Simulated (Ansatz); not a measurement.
AlRu (CsCl type, Pm-3m) at seven volumes, plane-wave PAW r²SCAN (Ansatz code), scaled uniformly. One row is withheld.

```
V (Å³/atom)  P (GPa)
-----------  -------
12.071         25.54
12.469         15.63
12.867          7.20
13.265          0.01
13.663         -6.10
14.061        -11.31
14.459             ?
```

**Question.** Fit the shown pressures and predict the withheld one.

**Answer.** P = (3/2)B₀(x^(7/2) − x^(5/2))[1 + (3/4)(B′ − 4)(x − 1)] with x = (V₀/V)^(2/3). Least squares on the six rows gives V₀ = 13.266 Å³/atom, B₀ = 220 GPa, B′ = 4.33. At V = 14.459, x = 0.9442 and P = -15.73 GPa. The run itself gave -15.73 GPa.

Symmetry was held in the r²SCAN relaxation; phonons on a q-mesh show no instability. No spin polarisation was allowed.

Potentials: the later of the program's two PAW sets.
